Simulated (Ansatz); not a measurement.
Be₃Fe (Cu3Au type, space group No. 221), the program Ansatz at the r²SCAN level (PAW), all energies at zero smearing, with the estimated change up to a 700 eV cutoff added, with one set of potentials and settings (totals compare only within such a set). Cell of 4 atoms (3 Be, 1 Fe): -4766.555 eV.

```tsv
element	reference phase	E (eV/atom)
Be	P6_3/mmc, 2 atoms in the cell	-93.3347
Fe	Im-3m, 1 atoms in the cell, spin-polarised	-4485.8961
```

Formation energy per atom, worked out: (-4766.555 − 3×(-93.3347) − 1×(-4485.8961))/4 = -0.164 eV/atom (-16 kJ per mol of atoms), at 0 K, without zero-point energy or fitted corrections.

Space group Pm-3m (Cu3Au type). The workflow started from a Materials Project entry (that database holds measured and hypothetical structures alike); the Crystallography Open Database copy checked does not list it. With Be and Fe taken as one species the cell has the higher symmetry Fm-3m, so it may be an ordered model of a mixed-site phase. Whether it is the stable phase at ambient conditions was not checked. The r²SCAN relaxation kept the symmetry of its start; whether a distortion lowers the energy is not shown. The final state is ferromagnetic, chosen from 3 collinear starts compared on coarse meshes (ties went to the first, and starts can fall back to one state), not a proven ground state. Other orbital occupations within this spin state were not tried. The references are the lowest solids computed at this level, not always the standard phases.

Potentials: the later of the program's two PAW sets.
